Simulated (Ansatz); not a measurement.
**Ansatz run, HfNb6Fe6**

Input file of Ansatz 0.2.0:

```yaml
crystal:
  lattice:
    - [2.500392, 4.330803, 0.0]
    - [-2.500392, 4.330803, 0.0]
    - [0.0, 0.0, 8.013617]
  atoms:
    - { symbol: Hf, position: [0.0, 0.0, 0.0] }
    - { symbol: Nb, position: [0.3333, 0.3334, 0.5] }
    - { symbol: Nb, position: [0.6666, 0.6667, 0.5] }
    - { symbol: Nb, position: [0.3333, 0.3334, 0.0] }
    - { symbol: Nb, position: [0.6666, 0.6667, 0.0] }
    - { symbol: Nb, position: [0.0, 0.0, 0.345] }
    - { symbol: Nb, position: [0.0, 0.0, 0.655] }
    - { symbol: Fe, position: [0.5, 0.5, 0.2489] }
    - { symbol: Fe, position: [0.5, 0.0, 0.2489] }
    - { symbol: Fe, position: [0.0, 0.5, 0.2489] }
    - { symbol: Fe, position: [0.0, 0.5, 0.7511] }
    - { symbol: Fe, position: [0.5, 0.0, 0.7511] }
    - { symbol: Fe, position: [0.5, 0.5, 0.7511] }
  symmetry: { tolerance: 0.0003 }
kpoints:
  mp_grid: { grid: [8, 8, 4], shift: [0, 0, 0] }
  band_path:
    path:
      - [0.0, 0.0, 0.0]
      - [0.49999996, -1.7e-07, 0.0]
      - [0.66666649, 0.33333308, 0.0]
      - [0.0, 0.0, 0.0]
      - [0.0, 0.0, 0.5]
      - [0.49999996, -1.7e-07, 0.5]
      - [0.66666649, 0.33333308, 0.5]
      - [0.0, 0.0, 0.5]
      - [0.49999996, -1.7e-07, 0.5]
      - [0.49999996, -1.7e-07, 0.0]
      - [0.66666649, 0.33333308, 0.5]
    npoints: 6
magnetization:
  spin_polarized: false
scf:
  occupations: { method: fermi_dirac }
  lower_state_search: "off"
  max_iter: 200
hamiltonian:
  pseudopotentials: { kind: paw }
  xc: r2scan
basis:
  ecutwfc: 500
  fft_grid_basis: typed
output:
  forces: true
  stress: true
  eigenvalues: true
  populations: true
  elf: true
  write_potential: true
  volumetric_format: npy
  dos:
    e_range: [-12, 8]
    de: 0.05
    projected: { site_lists: { Fe: [Fe], Hf: [Hf], Nb: [Nb] } }
checkpoint:
  read: saved_state
```

The saved state is an earlier solution for the same cell, perhaps on another mesh. 

Parts of the output:

```
Warning: the atoms were moved onto the symmetric positions of the space group found under crystal.symmetry.tolerance 3.0e-4 (fractional; no operation is sought that the atoms, as they stand in a round, miss by more than twice it, and no atom is moved by as much as it), and the run uses the moved positions.
Pseudopotentials: kind: paw
Pseudopotential: Hf, paw, valence charge 26, recommended cutoff 500 eV (meta_gga), Hf.paw.azcp
Pseudopotential: Nb, paw, valence charge 13, recommended cutoff 500 eV (meta_gga), Nb.paw.azcp
Pseudopotential: Fe, paw, valence charge 16, recommended cutoff 500 eV (meta_gga), Fe.paw.azcp
Functional definition: r2SCAN
  exchange = r2scan_x(k0 = k0, k1 = k1, a1 = a1)
  correlation = r2scan_c
Crystal: 13 atoms, lattice volume = 173.554 Å³
Basis set: ecut = 500 eV, 4379 PW (Γ), exchange–correlation on 160×160×240 points (64 copies of the dense FFT grid, shifted against one another)
Bands: 120, of which v1, the nominal top of the filled ones, is band 100 counted from 1 (99 counted from 0)
Symmetry: 24 space group operations
Space group: P6/mmm (ITA 191), of the structure as read, at distance tolerance 1.7e-3 Å
k-points: 30 of 256
Initial density: read from a saved state, or passed on in memory by an earlier SCF of this step, an earlier step, the calling program or the single point that the run made first
Functional: x = r2scan, c = r2scan; τ floored in thin density (d = 2e-4 eV/Å³)
Free energy (F): -70026.5702 eV
Harris-Foulkes:  -70026.5702 eV  (|F-HF|=1.52e-8)
Internal energy: -70026.1355 eV  (E = F + TS)
E sigma→0 (E₀):  -70026.3529 eV
Entropy (-TS):   -0.4348 eV (-33.443 meV/atom)
Fermi energy:    21.3814 eV
--- Forces (eV/Å), atoms counted from 1 ---
  atom   1  Hf     0.0000     0.0000     0.0000
  atom   2  Nb     0.0000     0.0000     0.0000
  atom   3  Nb     0.0000     0.0000     0.0000
  atom   4  Nb     0.0000     0.0000     0.0000
  atom   5  Nb     0.0000     0.0000     0.0000
  atom   6  Nb     0.0000     0.0000    -0.7020
  atom   7  Nb     0.0000     0.0000     0.7020
  atom   8  Fe     0.0000     0.0000    -0.9033
  atom   9  Fe     0.0000     0.0000    -0.9033
  atom  10  Fe     0.0000     0.0000    -0.9033
  atom  11  Fe     0.0000     0.0000     0.9033
  atom  12  Fe     0.0000     0.0000     0.9033
  atom  13  Fe     0.0000     0.0000     0.9033
--- Stress (GPa, compression-positive) ---
       21.3422       0.0000       0.0000
        0.0000      21.3422       0.0000
        0.0000       0.0000      27.4773
  P = ⅓ Tr σ = 23.3872 GPa (233.872 kbar)
--- Löwdin populations: 13 sites ---
  site symbol       q [e]
     0     Hf     25.8207
     1     Nb     12.9339
     2     Nb     12.9339
     3     Nb     13.0706
     4     Nb     13.0706
     5     Nb     13.0303
     6     Nb     13.0303
     7     Fe     15.8023
     8     Fe     15.8023
     9     Fe     15.8023
    10     Fe     15.8023
    11     Fe     15.8023
    12     Fe     15.8023
  spilling = 0.0065 (of n_electrons = 200.0000)
```

Origin: a known structure type with other elements, at an estimated volume, so it need not be a known compound. Caveats: no spin polarisation, so a magnetic state may lie lower; atoms or cell far from equilibrium.
